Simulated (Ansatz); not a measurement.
Relaxed BAs (zinc blende):

```yaml
crystal:
  lattice:
    - [0.00000, 2.39195, 2.39195]
    - [2.39195, 0.00000, 2.39195]
    - [2.39195, 2.39195, 0.00000]
  atoms:
    - { symbol: As, position: [0.75000, 0.75000, 0.75000] }
    - { symbol: B, position: [0.00000, 0.00000, 0.00000] }
```

In each cell atom 2 (B, nearest neighbour As at 2.071 Å; its periodic images, 3.4 Å or more away, move with it) moves by s·(0.707, 0.707, 0.000) (along Cartesian [110]), the rest being held.

Level of theory: r2SCAN (plane waves to 500 eV, PAW, scalar-relativistic; Ansatz, a quantum-chemistry and plane-wave program). k mesh 10×10×10 (Γ-centred), Fermi-Dirac smearing 0.05 eV. Energies are smeared free energies. As the smearing reaches across the gap at some points, energies and forces of such displacements shift with the k mesh and the smearing. BAs was relaxed with its symmetry unable to fall. ΔE is measured from the undisplaced structure. The last digit holds for this mesh only.

```csv
s (Å),ΔE (meV/cell)
-0.410,1380.5
-0.328,892.2
-0.246,507.4
-0.164,withheld
-0.082,56.8
0.000,0.0
0.082,56.8
0.164,withheld
0.246,507.4
0.328,892.2
0.410,1380.5
```

Problem. Fit an even polynomial form (powers 2, 4, 6) to the given rows and predict ΔE at s = -0.164.

Solution. Least squares on the 9 given rows: ΔE = (8528)·s² + (-2702)·s⁴ + (4917)·s⁶, in meV/cell with s in Å; root-mean-square residual 0.22 meV/cell. At -0.164 the fit gives 227.5 meV/cell; the calculation gives 226.7 meV/cell, so the interpolation is off by 0.8 (+0.4 %). The quadratic term alone would give 229.4 meV/cell.

(A displaced cell: forces are minus the slopes of the energy, force constants its curvatures, and phonons follow from these.)
